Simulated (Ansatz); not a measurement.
Total density of states per atom from LDA in the plane-wave PAW code Ansatz, in 0.25 eV bins, energy from the Fermi level:

```json
[
 {"E (eV)": "-7.85", "states/eV/atom": "0.09"},
 {"E (eV)": "-7.60", "states/eV/atom": "0.10"},
 {"E (eV)": "-7.35", "states/eV/atom": "0.11"},
 {"E (eV)": "-7.10", "states/eV/atom": "0.13"},
 {"E (eV)": "-6.85", "states/eV/atom": "0.15"},
 {"E (eV)": "-6.60", "states/eV/atom": "0.16"},
 {"E (eV)": "-6.35", "states/eV/atom": "0.18"},
 {"E (eV)": "-6.10", "states/eV/atom": "0.22"},
 {"E (eV)": "-5.85", "states/eV/atom": "0.26"},
 {"E (eV)": "-5.60", "states/eV/atom": "0.46"},
 {"E (eV)": "-5.35", "states/eV/atom": "0.67"},
 {"E (eV)": "-5.10", "states/eV/atom": "0.73"},
 {"E (eV)": "-4.85", "states/eV/atom": "0.83"},
 {"E (eV)": "-4.60", "states/eV/atom": "0.88"},
 {"E (eV)": "-4.35", "states/eV/atom": "1.06"},
 {"E (eV)": "-4.10", "states/eV/atom": "1.40"},
 {"E (eV)": "-3.85", "states/eV/atom": "1.36"},
 {"E (eV)": "-3.60", "states/eV/atom": "1.45"},
 {"E (eV)": "-3.35", "states/eV/atom": "1.47"},
 {"E (eV)": "-3.10", "states/eV/atom": "1.53"},
 {"E (eV)": "-2.85", "states/eV/atom": "1.89"},
 {"E (eV)": "-2.60", "states/eV/atom": "2.14"},
 {"E (eV)": "-2.35", "states/eV/atom": "2.77"},
 {"E (eV)": "-2.10", "states/eV/atom": "2.35"},
 {"E (eV)": "-1.85", "states/eV/atom": "2.22"},
 {"E (eV)": "-1.60", "states/eV/atom": "2.53"},
 {"E (eV)": "-1.35", "states/eV/atom": "2.15"},
 {"E (eV)": "-1.10", "states/eV/atom": "1.58"},
 {"E (eV)": "-0.85", "states/eV/atom": "1.90"},
 {"E (eV)": "-0.60", "states/eV/atom": "1.07"},
 {"E (eV)": "-0.35", "states/eV/atom": "0.53"},
 {"E (eV)": "-0.10", "states/eV/atom": "0.38"},
 {"E (eV)": "0.15", "states/eV/atom": "0.33"},
 {"E (eV)": "0.40", "states/eV/atom": "0.36"},
 {"E (eV)": "0.65", "states/eV/atom": "0.77"},
 {"E (eV)": "0.90", "states/eV/atom": "0.86"},
 {"E (eV)": "1.15", "states/eV/atom": "0.57"},
 {"E (eV)": "1.40", "states/eV/atom": "0.68"},
 {"E (eV)": "1.65", "states/eV/atom": "0.65"},
 {"E (eV)": "1.90", "states/eV/atom": "0.85"},
 {"E (eV)": "2.15", "states/eV/atom": "0.98"},
 {"E (eV)": "2.40", "states/eV/atom": "0.65"},
 {"E (eV)": "2.65", "states/eV/atom": "0.30"},
 {"E (eV)": "2.90", "states/eV/atom": "0.37"},
 {"E (eV)": "3.15", "states/eV/atom": "0.74"},
 {"E (eV)": "3.40", "states/eV/atom": "0.66"},
 {"E (eV)": "3.65", "states/eV/atom": "0.49"},
 {"E (eV)": "3.90", "states/eV/atom": "0.37"},
 {"E (eV)": "4.15", "states/eV/atom": "0.31"},
 {"E (eV)": "4.40", "states/eV/atom": "0.25"},
 {"E (eV)": "4.65", "states/eV/atom": "0.18"}
]
```

Question: Which compound is it?
(A) NbAl3, I4/mmm (Al on 2b, Al on 4d, Nb on 2a)
(B) TaNi3, I4/mmm (Ta on 2a, Ni on 2b, Ni on 4d)
(C) NbGa3, I4/mmm (Nb on 2a, Ga on 2b, Ga on 4d)
(D) TaSe2, CdI2 type

Answer: B, TaNi3, I4/mmm (Ta on 2a, Ni on 2b, Ni on 4d). Within 0.5 eV of the Fermi level: Ni 3d 56 %, Ta 5d 27 %, Ni 4s 6 %, outside the projected shells 8 %. Projections are on Löwdin-orthogonalised atomic valence shells; empty p or d shells of many metals are not among them.

The workflow started from a Materials Project entry (that database holds measured and hypothetical structures alike); the Crystallography Open Database files this formula in space group No. 139, but the cells were not matched. Its standing as an ambient phase is unchecked. The cell was relaxed with LDA under the symmetry of its start; whether a distortion lowers the energy is not shown. The run is not spin-polarised. The program gave a warning on the electronic state, which may not be the lowest. Scalar-relativistic: spin–orbit coupling is off unless named, which matters more the heavier the elements.

Potentials: the later of the program's two PAW sets.
